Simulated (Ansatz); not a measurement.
SiO2:
Space group P4₁2₁2 (No. 92); a = 4.945 Å, b = 4.945 Å, c = 6.872 Å, α = 90.00°, β = 90.00°, γ = 90.00°

```
atom  site  symmetry       x       y       z
----  ----  --------  ------  ------  ------
Si      4a       ..2  0.3042  0.3042  0.0000
O       8b         1  0.2374  0.1130  0.1832
```

Relaxed with LDA.

Which orbitals make up the states near the band edges in DFT-LDA in the program Ansatz with PAW potentials?

Top 1 eV of the valence band: O 2p 97 %. Bottom 1 eV of the conduction band: Si 3s 38 %, O 2s 20 %, Si 3p 16 %, outside the projected shells 20 %. Projections are on Löwdin-orthogonalised atomic valence shells; empty p or d shells of many metals are not among them.

Tabulate the density of states.

States/eV per cell of 12 atoms, in 0.25 eV bins, energy from the valence-band maximum.

| E (eV) | total | O 2p | Si 3p | O 2s |
|---|---|---|---|---|
| -7.85 | 2.58 | 1.77 | 0.18 | 0.13 |
| -7.60 | 1.11 | 0.76 | 0.09 | 0.06 |
| -7.35 | 0.36 | 0.25 | 0.03 | 0.02 |
| -7.10 | 1.90 | 1.34 | 0.18 | 0.09 |
| -6.85 | 2.85 | 2.04 | 0.31 | 0.13 |
| -6.60 | 3.50 | 2.54 | 0.42 | 0.14 |
| -6.35 | 3.82 | 2.81 | 0.52 | 0.14 |
| -6.10 | 2.73 | 2.02 | 0.46 | 0.07 |
| -5.85 | 1.09 | 0.81 | 0.23 | 0.01 |
| -5.60 | 6.02 | 4.56 | 1.34 | 0.04 |
| -5.35 | 15.63 | 12.15 | 3.19 | 0.07 |
| -5.10 | 10.09 | 8.03 | 1.89 | 0.03 |
| -4.85 | 0.05 | 0.04 | 0.01 | 0.00 |
| -4.60 | 0.00 | 0.00 | 0.00 | 0.00 |
| -4.35 | 0.00 | 0.00 | 0.00 | 0.00 |
| -4.10 | 0.00 | 0.00 | 0.00 | 0.00 |
| -3.85 | 0.00 | 0.00 | 0.00 | 0.00 |
| -3.60 | 0.00 | 0.00 | 0.00 | 0.00 |
| -3.35 | 4.75 | 3.76 | 0.64 | 0.26 |
| -3.10 | 9.35 | 7.67 | 1.00 | 0.46 |
| -2.85 | 10.24 | 8.95 | 0.70 | 0.34 |
| -2.60 | 7.91 | 6.99 | 0.48 | 0.24 |
| -2.35 | 11.58 | 10.54 | 0.52 | 0.25 |
| -2.10 | 9.60 | 8.80 | 0.39 | 0.18 |
| -1.85 | 14.06 | 12.99 | 0.54 | 0.22 |
| -1.60 | 11.35 | 10.67 | 0.32 | 0.11 |
| -1.35 | 5.39 | 5.10 | 0.10 | 0.08 |
| -1.10 | 9.21 | 8.75 | 0.16 | 0.13 |
| -0.85 | 12.00 | 11.49 | 0.21 | 0.13 |
| -0.60 | 8.94 | 8.62 | 0.12 | 0.10 |
| -0.35 | 10.73 | 10.45 | 0.09 | 0.08 |
| -0.10 | 2.90 | 2.85 | 0.02 | 0.01 |
| 0.15 | 0.00 | 0.00 | 0.00 | 0.00 |
| 0.40 | 0.00 | 0.00 | 0.00 | 0.00 |
| 0.65 | 0.00 | 0.00 | 0.00 | 0.00 |
| 0.90 | 0.00 | 0.00 | 0.00 | 0.00 |
| 1.15 | 0.00 | 0.00 | 0.00 | 0.00 |
| 1.40 | 0.00 | 0.00 | 0.00 | 0.00 |
| 1.65 | 0.00 | 0.00 | 0.00 | 0.00 |
| 1.90 | 0.00 | 0.00 | 0.00 | 0.00 |
| 2.15 | 0.00 | 0.00 | 0.00 | 0.00 |
| 2.40 | 0.00 | 0.00 | 0.00 | 0.00 |
| 2.65 | 0.00 | 0.00 | 0.00 | 0.00 |
| 2.90 | 0.00 | 0.00 | 0.00 | 0.00 |
| 3.15 | 0.00 | 0.00 | 0.00 | 0.00 |
| 3.40 | 0.00 | 0.00 | 0.00 | 0.00 |
| 3.65 | 0.00 | 0.00 | 0.00 | 0.00 |
| 3.90 | 0.00 | 0.00 | 0.00 | 0.00 |
| 4.15 | 0.00 | 0.00 | 0.00 | 0.00 |
| 4.40 | 0.00 | 0.00 | 0.00 | 0.00 |
| 4.65 | 0.00 | 0.00 | 0.00 | 0.00 |
| 4.90 | 0.00 | 0.00 | 0.00 | 0.00 |
| 5.15 | 0.00 | 0.00 | 0.00 | 0.00 |
| 5.40 | 0.00 | 0.00 | 0.00 | 0.00 |
| 5.65 | 0.08 | 0.00 | 0.00 | 0.02 |
| 5.90 | 0.27 | 0.01 | 0.03 | 0.06 |
| 6.15 | 0.42 | 0.02 | 0.06 | 0.09 |
| 6.40 | 0.55 | 0.03 | 0.11 | 0.11 |
| 6.65 | 0.70 | 0.04 | 0.16 | 0.14 |
| 6.90 | 0.86 | 0.06 | 0.23 | 0.17 |
| 7.15 | 1.04 | 0.08 | 0.31 | 0.20 |
| 7.40 | 1.44 | 0.11 | 0.46 | 0.27 |
| 7.65 | 1.54 | 0.12 | 0.52 | 0.29 |
| 7.90 | 1.74 | 0.14 | 0.63 | 0.33 |
| 8.15 | 2.71 | 0.22 | 1.03 | 0.50 |
| 8.40 | 2.76 | 0.21 | 1.23 | 0.47 |
| 8.65 | 2.62 | 0.18 | 1.30 | 0.40 |
| 8.90 | 7.61 | 0.59 | 3.85 | 0.95 |
| 9.15 | 7.65 | 0.57 | 3.64 | 0.74 |
| 9.40 | 7.28 | 0.62 | 3.24 | 0.60 |
| 9.65 | 10.10 | 0.97 | 4.93 | 0.95 |
| 9.90 | 11.62 | 1.08 | 5.89 | 1.22 |
| 10.15 | 6.23 | 0.63 | 2.98 | 0.63 |
| 10.40 | 5.77 | 0.64 | 2.64 | 0.48 |

Space group P4_12_12. The cell was relaxed with LDA under the symmetry of its start; phonons on a q-mesh show no instability.

Potentials: the later of the program's two PAW sets.
